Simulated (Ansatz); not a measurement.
**Relaxing carbon (fcc)**

All numbers below come from DFT, LDA (PW92), plane waves (420 eV) with PAW, scalar-relativistic in Ansatz 0.2.0. (PAW data from PBE, frozen cores regenerated.)

k-point mesh 18×18×18, Fermi-Dirac smearing 0.1 eV, no spin polarisation. Cell and atoms relax.

Starting structure:

```cif
data_structure
_symmetry_space_group_name_H-M 'P 1'
_symmetry_Int_Tables_number 1
_cell_length_a 2.1072
_cell_length_b 2.1072
_cell_length_c 2.1072
_cell_angle_alpha 60.000
_cell_angle_beta 60.000
_cell_angle_gamma 60.000
_cell_volume 6.62
loop_
_atom_site_label
_atom_site_type_symbol
_atom_site_fract_x
_atom_site_fract_y
_atom_site_fract_z
_atom_site_occupancy
C1 C 0.00000 0.00000 0.00000 1
```

Q: What cell does the relaxation end in?

A: Fm-3m with a = 3.016 Å; 6.86 Å³ per atom against 6.62 at the start (3.7 %).

Q: How much energy does the relaxation gain?

A: 5.3 meV per atom.

Path of the relaxation (the plane waves are chosen anew near the end, which can shift the energy a little):

```json
{"step": "0", "E − E(final) (meV/atom)": "5.26", "V (Å³/atom)": "6.616", "P (GPa)": "7.01", "max force (eV/Å)": "0.000"}
{"step": "1", "E − E(final) (meV/atom)": "2.06", "V (Å³/atom)": "6.732", "P (GPa)": "3.43", "max force (eV/Å)": "0.000"}
{"step": "2", "E − E(final) (meV/atom)": "1.35", "V (Å³/atom)": "6.847", "P (GPa)": "0.11", "max force (eV/Å)": "0.000"}
{"step": "3", "E − E(final) (meV/atom)": "1.37", "V (Å³/atom)": "6.851", "P (GPa)": "0.00", "max force (eV/Å)": "0.000"}
{"step": "4", "E − E(final) (meV/atom)": "0.01", "V (Å³/atom)": "6.851", "P (GPa)": "0.31", "max force (eV/Å)": "0.000"}
{"step": "5", "E − E(final) (meV/atom)": "0.05", "V (Å³/atom)": "6.862", "P (GPa)": "0.01", "max force (eV/Å)": "0.000"}
{"step": "6", "E − E(final) (meV/atom)": "0.00", "V (Å³/atom)": "6.862", "P (GPa)": "0.01", "max force (eV/Å)": "0.000"}
```
